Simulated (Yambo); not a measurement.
Yambo run on ScOF (space group P2_1/c, No. 14). The wavefunctions come from this Quantum ESPRESSO step (PBEsol, PseudoDojo standard norm-conserving files, scalar-relativistic):

```
&CONTROL
  calculation = 'nscf'
  pseudo_dir = './pseudo'
  outdir = './out'
/
&SYSTEM
  ibrav = 0
  nat = 12
  ntyp = 3
  ecutwfc = 84.0
  ecutrho = 336.0
  occupations = 'fixed'
  force_symmorphic = .true.
  nbnd = 279
/
&ELECTRONS
  conv_thr = 1.2000000000000002e-08
  diago_full_acc = .true.
  diago_thr_init = 1e-08
/
ATOMIC_SPECIES
O 15.9990 O.upf
F 18.9984 F.upf
Sc 44.9559 Sc.upf
CELL_PARAMETERS angstrom
  5.184280000000   0.000000000000   0.000000000000
  0.000000000000   5.155950000000   0.000000000000
 -0.898970000000   0.000000000000   5.172024000000
ATOMIC_POSITIONS crystal
O   0.544100000000   0.746290000000   0.012160000000
O   0.455900000000   0.253710000000   0.987840000000
O   0.455900000000   0.246290000000   0.487840000000
O   0.544100000000   0.753710000000   0.512160000000
F   0.943110000000   0.325310000000   0.657830000000
F   0.056890000000   0.674690000000   0.342170000000
F   0.056890000000   0.825310000000   0.842170000000
F   0.943110000000   0.174690000000   0.157830000000
Sc   0.692190000000   0.472490000000   0.287750000000
Sc   0.307810000000   0.527510000000   0.712250000000
Sc   0.307810000000   0.972490000000   0.212250000000
Sc   0.692190000000   0.027510000000   0.787750000000
K_POINTS automatic
2 2 2 0 0 0
```

Yambo input:

```
rim_cut
gw0
dyson
el_el_corr
HF_and_locXC
ppa
em1d
RandQpts= 1000000
RandGvec= 1 Ry
EXXRLvcs= 84 Ry
VXCRLvcs= 336 Ry
Chimod= "HARTREE"
% BndsRnXp
 5 | 278 |
%
NGsBlkXp= 8 Ry
% LongDrXp
 1.0 | 1.0 | 1.0 |
%
PPAPntXp= 27.2114 eV
% GbndRnge
 1 | 278 |
%
GTermKind= "BG"
DysSolver= "n"
ExtendOut
% QPkrange
 1 | 1 | 48 | 49 |
 3 | 3 | 48 | 49 |
 4 | 4 | 48 | 49 |
 5 | 5 | 48 | 49 |
 6 | 6 | 48 | 49 |
 7 | 7 | 48 | 49 |
 8 | 8 | 48 | 49 |
%
```

k points by index: 1 = Γ, 3 = (0, -0.5, 0), 4 = (0, -0.5, -0.5), 5 = (-0.5, 0, 0), 6 = (-0.5, 0, -0.5), 7 = (-0.5, -0.5, 0), 8 = (-0.5, -0.5, -0.5).

Table of the .qp output:

```
#    K-point    Band    Eo [eV]    E [eV]    E-Eo [eV]    Vxc [eV]    Vnlxc [eV]    Sc|Eo [eV]    Sc|E [eV]    dSc/dw|Eo [eV]    Re(Z)    Im(Z)
#
    1    48    -0.142451    -0.861664    -0.719213    -19.86512    -24.80059    4.026778    4.216256    -7.167824    0.791505    -0.001184
    1    49    4.604498    6.615939    2.011442    -17.17015    -9.294338    -5.420676    -5.864374    -6.002076    0.819286    -0.001117
    3    48    0.000000    -0.713891    -0.713891    -20.00467    -24.98456    4.077379    4.266001    -7.188644    0.791026    -0.001174
    3    49    4.733309    6.705960    1.972651    -17.71150    -10.20611    -5.090529    -5.532736    -6.099557    0.816889    -0.001126
    4    48    -0.726643    -1.638915    -0.912272    -19.86314    -25.39209    4.374713    4.616679    -7.216411    0.790388    -0.001238
    4    49    4.945717    6.964925    2.019208    -17.56966    -9.812592    -5.286317    -5.737861    -6.084721    0.817253    -0.001137
    5    48    -0.127994    -0.854980    -0.726986    -19.90767    -24.87643    4.050274    4.241771    -7.166775    0.791529    -0.001181
    5    49    4.507606    6.443388    1.935782    -17.00517    -9.513803    -5.129794    -5.555588    -5.984997    0.819708    -0.001107
    6    48    -0.078527    -0.800800    -0.722273    -19.90585    -24.88498    4.066075    4.256859    -7.186639    0.791072    -0.001178
    6    49    4.915602    6.923647    2.008045    -17.52892    -9.809632    -5.257247    -5.711247    -6.151814    0.815609    -0.001167
    7    48    -0.007336    -0.721702    -0.714366    -19.98832    -24.96871    4.077262    4.266030    -7.189433    0.791008    -0.001173
    7    49    4.693097    6.628404    1.935307    -17.52349    -10.12792    -5.027267    -5.460256    -6.087643    0.817181    -0.001126
    8    48    -0.911016    -1.817733    -0.906717    -19.21225    -24.65225    4.291804    4.533278    -7.245390    0.789721    -0.001775
    8    49    4.936138    6.910153    1.974016    -17.33384    -9.703696    -5.213890    -5.656126    -6.095707    0.816983    -0.001154
```
(The two width columns are left out.) Convergence of these settings isn't established.

Geometry of the Materials Project entry, not relaxed at this level.

The structure is a Materials Project entry; no match was found in the copy of COD used, and its stability was not checked.
